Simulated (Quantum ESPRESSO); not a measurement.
## Kohn-Sham bands of Tl (bcc (W type), model phase)

```yaml
crystal:
  lattice:
    - [-1.95599, 1.95599, 1.95599]
    - [1.95599, -1.95599, 1.95599]
    - [1.95599, 1.95599, -1.95599]
  atoms:
    - { symbol: Tl, position: [0.00000, 0.00000, 0.00000] }
```

Cell from Materials Project (mp-39), symmetrised, no further relaxation. This isn't the element's usual structure (hcp); take it as a model of another phase. Level: PBEsol, no spin polarisation, no spin-orbit coupling; pw.x of Quantum ESPRESSO at 50 Ry with PseudoDojo potentials, 12×12×12 k-points, Wannier90. Density: 16×16×16 mesh, cold smearing 0.01 Ry. Spin-orbit coupling is left out although heavy elements are present.

Question: List the Kohn-Sham levels between −8 and 3.0 eV relative to the Fermi level at the high-symmetry points, as a band run of pw.x on that density gives them (levels within 2 meV counted together).

Answer: 
| point | k (reciprocal lattice) | levels (eV) |
|---|---|---|
| Γ | 0.000 0.000 0.000 | none in this range |
| H | 0.500 -0.500 0.500 | -1.80, 1.47 (×3) |
| N | 0.000 0.000 0.500 | -5.01, -2.54 |
| P | 0.250 0.250 0.250 | -4.24, 0.78 (×3) |
